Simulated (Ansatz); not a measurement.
SrAgSF in space group P4/nmm (No. 129; Sr on 2c, Ag on 2b, S on 2c, F on 2a), LDA (plane waves, PAW; program Ansatz). The conduction-band minimum lies at Γ, with 1 equivalent valley. Second derivatives d²E/dk² of the lowest band at one valley (eV·Å²), along Cartesian directions:

| direction | d²E/dk² |
|---|---|
| [100] | 27.18 |
| [010] | 27.18 |
| [001] | 18.55 |
| [110] | 27.20 |
| [101] | 22.87 |
| [011] | 22.87 |

### Question
Find the principal effective masses, the density-of-states mass and the conductivity mass.

### Answer
Off-diagonal terms follow from H_xy = H[110] − (H_xx + H_yy)/2, and m*/mₑ = 7.620 eV·Å² over each eigenvalue: 0.28, 0.28, 0.41. One valley's DOS mass (m₁m₂m₃)^(1/3) = 0.32, conductivity mass 3/(Σ 1/mᵢ) = 0.31 mₑ.

### Question
What effective density of states Nc follows at 300 K for parabolic valleys?

### Answer
Nc = 2.509e19 × 1 × (0.32)^(3/2) ≈ 4.5e18 cm⁻³.

### Question
With the computed static dielectric constant 17.9 (mean of the diagonal), estimate a hydrogenic donor's binding energy and radius.

### Answer
E = 13.606 eV × 0.31/17.9² ≈ 13 meV; a = 0.529 Å × ε/m* ≈ 31 Å. Semilocal masses tend to be too small where the gap is.

The workflow started from a Materials Project entry (that database holds measured and hypothetical structures alike); the Crystallography Open Database copy checked does not list it. Its standing as an ambient phase is unchecked. The LDA relaxation kept the symmetry of its start; phonons on a q-mesh show no instability. No spin polarisation was allowed. Spin–orbit coupling is left out wherever it is not named.

Potentials: the later of the program's two PAW sets.
